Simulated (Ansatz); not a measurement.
BCl3:
```
CELL_PARAMETERS angstrom
      6.07094     0.00000     0.00000
     -3.03547     5.25759     0.00000
      0.00000     0.00000     6.46978
ATOMIC_POSITIONS crystal
  Cl 0.05641 0.37137 0.25000
  Cl 0.68504 0.05641 0.75000
  Cl 0.62863 0.68504 0.25000
  Cl 0.94359 0.62863 0.75000
  Cl 0.31496 0.94359 0.25000
  Cl 0.37137 0.31496 0.75000
  B  0.33333 0.66667 0.25000
  B  0.66667 0.33333 0.75000
```

Relaxed with r²SCAN+D4.

**Question.** Give the Bader charges and basin volumes of the independent atoms, plane-wave PAW r²SCAN+D4 (Ansatz code).

**Answer.** 

| atom | Bader charge (e) | Bader volume (Å³) |
|---|---|---|
| Cl1 | -0.71 | 33.1 |
| B7 | +2.12 | 3.1 |

Space group P6_3/m. The workflow started from an entry of the Crystallography Open Database (COD). Whether it is the stable phase at ambient conditions was not checked. The cell was relaxed with r²SCAN+D4 under the symmetry of its start; its stability against distortions is not shown here.

Potentials: the later of the program's two PAW sets.
